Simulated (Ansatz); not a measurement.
Here is an unrelaxed guess for CdI4.

```cif
data_structure
_symmetry_space_group_name_H-M 'Pm-3m'
_symmetry_Int_Tables_number 221
_cell_length_a 6.0783
_cell_length_b 6.0783
_cell_length_c 6.0783
_cell_angle_alpha 90.000
_cell_angle_beta 90.000
_cell_angle_gamma 90.000
_cell_volume 224.57
loop_
_atom_site_label
_atom_site_type_symbol
_atom_site_symmetry_multiplicity
_atom_site_Wyckoff_symbol
_atom_site_fract_x
_atom_site_fract_y
_atom_site_fract_z
_atom_site_occupancy
Cd1 Cd 1 b 0.50000 0.50000 0.50000 1
I1 I 3 d 0.50000 0.00000 0.00000 1
I2 I 1 a 0.00000 0.00000 0.00000 1
```

Computed with DFT PBE, scalar-relativistic, plane waves, PAW in Ansatz. Settings: cutoff 420 eV, Γ-centred mesh 4×4×4 on the computed 5-atom cell, Gaussian smearing of 0.10 eV; no spin polarisation.

The zero of energy is the elements' standard structures at the same level; no fitted shifts are applied.

Question: What does a single point on this coarse mesh give?

Answer: The pressure is 1.4 GPa (it wants to expand), the largest force is 0.00 eV/Å (symmetry fixes the atoms), and the energy is +0.32 eV/atom against the elements. The shortest distance is 3.04 Å.

Question: How much does it gain on relaxing, and where does it end?

Answer: Relaxing gains under 0.1 eV/atom (the start's value is from the coarse mesh, so the gain is rough) in 6 ionic steps and ends at +0.23 eV/atom on the finer mesh. The symmetry stays Pm-3m (No. 221). The volume per atom grows by 7.9 %, from 44.9 to 48.4 Å³. The shortest distance goes from 3.04 Å (I–I) to 3.12 Å (I–I). Conventional cell: a = 6.233 Å. Around Cd lie 12 I at 4.41 Å (long contacts); around I on a site of symmetry 4/mmm lie 2 I at 3.12 Å, 4 Cd at 4.41 Å and 8 I at 4.41 Å; around I on a site of symmetry m-3m lie 6 I at 3.12 Å.

The last run used a 6×6×6 mesh for its 5-atom cell and Gaussian smearing of 0.10 eV. These runs have no spin–orbit coupling, which can matter for I. The cell is a metal run without spin; a magnetic state may lie lower. The reference form of I is held partly by dispersion forces, which this level lacks. The relaxation can't lower the symmetry of the start. Symmetry constrained the relaxation, so the result can be a saddle point.
